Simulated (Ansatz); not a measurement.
input.yaml (Ansatz)

```yaml
crystal:
  lattice:
    - [4.1261981597, 0.0, 0.0]
    - [-2.0630990798, 3.5733924274, 0.0]
    - [0.0, 0.0, 4.2342604472]
  atoms:
    - { symbol: Te, position: [0.3333333333, 0.6666666667, 0.25] }
    - { symbol: Te, position: [0.6666666667, 0.3333333333, 0.75] }
hamiltonian:
  xc: blyp
  pseudopotentials:
    kind: paw
    azcp:
      Te: "pseudopotentials/Te.paw.azcp"
basis:
  ecutwfc: 420
  fft_grid_basis: typed
kpoints:
  mp_grid: { grid: [10, 10, 8], shift: [0, 0, 0] }
magnetization:
  spin_polarized: false
scf:
  occupations: { method: fermi_dirac, width: 0.1 }
  lower_state_search: "off"
output:
  stress: true
```

Output

```
Engine: ansatz 0.2.0, aarch64-unknown-linux-gnu
Pseudopotentials: kind: paw
Pseudopotential: Te, paw, valence charge 16, recommended cutoff 420 eV (normal) 
Functional definition: BLYP
  parameter beta = 0.0042
  parameter a = 0.04918
  parameter b = 0.132
  parameter c = 0.2533
  parameter d = 0.349
  exchange = b88_x(beta = beta)
  correlation = lyp_c(a = a, b = b, c = c, d = d)
Crystal: 2 atoms, lattice volume = 62.432 Å³
Basis set: ecut = 420 eV, 1191 PW (Γ), exchange–correlation on 60×60×60 points (8 copies of the dense FFT grid, shifted against one another)
Bands: 20, of which v1, the nominal top of the filled ones, is band 16 counted from 1 (15 counted from 0)
Symmetry: 24 space group operations
Space group: P63/mmc (ITA 194), of the structure as read, at distance tolerance 4.0e-5 Å
k-points: 70 of 800
Non-local potential: Te, projectors of the file, l = 0: 2, l = 1: 2, l = 2: 2, l = 3: 2
PAW form: soft (Blöchl's): semilocal exchange-correlation on the pseudo side does not see the compensation charge
PAW frozen core: Te, regenerated for the run's functional, and the local potential with it (the file was generated under x = pbe(κ = 0.804, μ = 0.2195149727645171), c = pbe(β = 0.06672455060314922))
PAW one-centre angular grid: Te, 590 points (default); XC on 64 Gauss nodes
Initial density: superposition of atomic densities (neutral atoms: chi_scale 0, normalization atom), corrected by the library's trained network
Initial wavefunctions: pseudopotential atomic-orbital guess
Functional: x = b88, c = lyp
SCF iter   1: F=—  HF=-13993.754040 eV  |F-HF|=—  |Δ(HF+E_count)|=         —  Δρ=6.26e-3  dr2=2.69e-2  ethr=1.77e-3  ⟨swp⟩=5.9  Hψ=6941  notcnv=0
SCF iter   2: F=—  HF=-13993.748798 eV  |F-HF|=—  |Δ(HF+E_count)|=   5.24e-3  Δρ=3.97e-3  dr2=1.17e-2  ethr=8.40e-5  ⟨swp⟩=1.3  Hψ=1987  notcnv=0
SCF iter   3: F=—  HF=-13993.745814 eV  |F-HF|=—  |Δ(HF+E_count)|=   2.98e-3  Δρ=9.17e-4  dr2=6.25e-4  ethr=3.65e-5  ⟨swp⟩=2.0  Hψ=1814  notcnv=0
SCF iter   4: F=—  HF=-13993.745647 eV  |F-HF|=—  |Δ(HF+E_count)|=   1.66e-4  Δρ=5.00e-4  dr2=1.65e-4  ethr=1.95e-6  ⟨swp⟩=3.0  Hψ=2579  notcnv=0
SCF iter   5: F=—  HF=-13993.745686 eV  |F-HF|=—  |Δ(HF+E_count)|=   3.90e-5  Δρ=1.46e-4  dr2=1.56e-5  ethr=5.14e-7  ⟨swp⟩=2.0  Hψ=2524  notcnv=0
SCF iter   6: F=—  HF=-13993.745677 eV  |F-HF|=—  |Δ(HF+E_count)|=   9.40e-6  Δρ=3.81e-5  dr2=1.43e-6  ethr=4.87e-8  ⟨swp⟩=2.0  Hψ=2529  notcnv=0
SCF iter   7: F=-13993.745677 eV  HF=-13993.745677 eV  |F-HF|=2.48e-8  |Δ(HF+E_count)|=   2.58e-7  Δρ=7.07e-6  dr2=4.85e-8  ethr=3.13e-10  ⟨swp⟩=3.6  Hψ=6004  notcnv=0
SCF 1 converged in 7 iterations: F = -13993.745677 eV  dr2 = 4.85e-8
SCF converged after 7 iterations
Free energy (F): -13993.745677 eV
Harris-Foulkes:  -13993.745677 eV  (|F-HF|=2.48e-8)
Internal energy: -13993.707007 eV  (E = F + TS)
E sigma→0 (E₀):  -13993.726342 eV
Entropy (-TS):   -0.038670 eV (-19.335 meV/atom)
Fermi energy:    10.358338 eV
--- Per-component energies (eV) ---
  E_band       = -479.993396
  E_kinetic    = 363.578515
  E_local      = -2338.541940  (includes V_loc(G=0)·N_el)
  E_nonlocal   = -624.939236
  E_hartree    = 1538.330348
  E_xc         = -245.246736
  E_vxc        = -203.292785  (∫ρ·V_xc dr)
  E_paw        = -9361.610173  (= ΣΔE_a)
  E_vpaw       = -753.454888  (= ΣTr[D̂ρ^β])
  E_aug_tail   = -0.000364  (compensation charges beyond the density's cutoff)
  E_ewald      = -3325.222228
  E_core_change = -0.055193  (= ΣΔE_core)
  E_smearing   = -0.038670  (= −TS)
  E_closure    = -0.000000  (closes the sum)
  Σ components = -13993.745677   (vs F -13993.745677, Δ=0.00e0)
--- Stress (GPa, compression-positive) ---
        5.124563       0.000000       0.000000
        0.000000       5.124563       0.000000
        0.000000       0.000000       8.070549
  P = ⅓ Tr σ = 6.1066 GPa (61.066 kbar)
```
